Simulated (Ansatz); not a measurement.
Relaxation of a generated cell, Be placed in the beta-Sn structure type; 2 atoms in the cell, which starts as I4₁/amd, origin choice 1 (No. 141), tI4; a = b = 3.9733 Å, c = 2.1679 Å, α = β = γ = 90.00°. Method: PBE (plane waves to 420 eV, PAW, scalar-relativistic; Ansatz, a first-principles code). Γ-centred k-mesh 17×17×17 on the run's cell (coarser than for final values), Fermi–Dirac smearing 0.05 eV. This is the first round of the run. 

The optimiser's lines from the output (shortened; P is positive under compression):

```
relax step   1: F+E_penalty+E_count = -183.97643197 eV  Δ(F+E_penalty+E_count) = +0.000e0 eV  max|allowed force component| = 2.082e-17 eV/Å  Δτ_max = 0.0000 Å  P = +7.499 GPa  Ω = 17.112 Å³  (5 SCF iters, dr2 threshold 1.00e-7 eV, accepted)
relax step   2: F+E_penalty+E_count = -184.05010080 eV  Δ(F+E_penalty+E_count) = -7.367e-2 eV  max|allowed force component| = 6.939e-18 eV/Å  Δτ_max = 0.0000 Å  P = +4.366 GPa  Ω = 17.744 Å³  (5 SCF iters, dr2 threshold 2.00e-7 eV, accepted)
relax step   3: F+E_penalty+E_count = -184.07621661 eV  Δ(F+E_penalty+E_count) = -2.612e-2 eV  max|allowed force component| = 1.041e-17 eV/Å  Δτ_max = 0.0000 Å  P = +1.205 GPa  Ω = 18.611 Å³  (5 SCF iters, dr2 threshold 2.00e-7 eV, accepted)
relax step   4: F+E_penalty+E_count = -184.07972715 eV  Δ(F+E_penalty+E_count) = -3.511e-3 eV  max|allowed force component| = 1.041e-17 eV/Å  Δτ_max = 0.0000 Å  P = -0.203 GPa  Ω = 18.801 Å³  (4 SCF iters, dr2 threshold 2.00e-7 eV, accepted)
relax step   5: F+E_penalty+E_count = -184.07978533 eV  Δ(F+E_penalty+E_count) = -5.818e-5 eV  max|allowed force component| = 0.000e0 eV/Å  Δτ_max = 0.0000 Å  P = -0.014 GPa  Ω = 18.769 Å³  (3 SCF iters, dr2 threshold 2.00e-7 eV, accepted)
relax step   6: F+E_penalty+E_count = -184.08021022 eV  Δ(F+E_penalty+E_count) = -4.249e-4 eV  max|allowed force component| = 6.939e-18 eV/Å  Δτ_max = 0.0000 Å  P = +0.013 GPa  Ω = 18.769 Å³  stress off target by 2.68e-2 GPa  SCF on the basis re-selected at this cell (its energy is not comparable with the rows above)  (4 SCF iters)
relax step   7: F+E_penalty+E_count = -184.08021018 eV  Δ(F+E_penalty+E_count) = +4.132e-8 eV  max|allowed force component| = 6.939e-18 eV/Å  Δτ_max = 0.0000 Å  P = +0.001 GPa  Ω = 18.772 Å³  (3 SCF iters, dr2 threshold 1.79e-9 eV, accepted)
relax step   8: F+E_penalty+E_count = -184.08021051 eV  Δ(F+E_penalty+E_count) = -3.358e-7 eV  max|allowed force component| = 0.000e0 eV/Å  Δτ_max = 0.0000 Å  P = +0.001 GPa  Ω = 18.772 Å³  stress off target by 1.57e-3 GPa  SCF on the basis re-selected at this cell (its energy is not comparable with the rows above)  (3 SCF iters)
```

From the first to the last row the energy changes by -0.05 eV/atom and the volume by +9.7 %. The last row is marked as not comparable with the walk above it, whose basis was carried along; it does compare with step 1, since both stand on a basis selected at the nominal cutoff for their own cell.

Later rounds, restarted from the end of this one on a renewed k-mesh, logged 4 more steps and released under 0.01 eV/atom more. The final structure after all rounds: I4₁/amd, origin choice 1 (No. 141), tI4, AFLOW prototype A_tI4_141_a (A5, as in Sn); a = b = 4.218 Å, c = 2.112 Å, α = β = γ = 90.00°. Between re-selections the logged energies stand on a plane-wave basis carried along with the cell. No spin polarisation in the result.

The run could not lower the symmetry of its start; a shaken copy of this end point relaxes with PBE to Fm-3m (No. 225), 0.64 eV/atom lower.

The relaxed structure here is a generated cell of Be: the first start was made by placing the elements on the sites of a structure type, and the end was not matched to a known phase here, so it may be hypothetical. Known forms of Be include space group No. 194.
